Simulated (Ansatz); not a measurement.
TiSi$_{2}$ in space group Cmcm (No. 63; Si on 4c, Si on 4c, Ti on 4c), r²SCAN (plane waves, PAW; program Ansatz), all energies at zero smearing, with the estimated change up to a 700 eV cutoff added, with one set of potentials and settings (totals compare only within such a set). Cell of 6 atoms (4 Si, 2 Ti): -7568.328 eV.

```csv
element,reference phase,E (eV/atom)
Si,"Fd-3m, 2 atoms in the cell",-639.0667
Ti,"P6/mmm, 3 atoms in the cell",-2504.3896
```

Formation energy per atom, worked out: (-7568.328 − 4×(-639.0667) − 2×(-2504.3896))/6 = -0.547 eV/atom (-53 kJ per mol of atoms), at 0 K, without zero-point energy or fitted corrections.

The r²SCAN relaxation kept the symmetry of its start. The run is not spin-polarised. The references are the lowest solids computed at this level, not always the standard phases.

Potentials: the later of the program's two PAW sets.
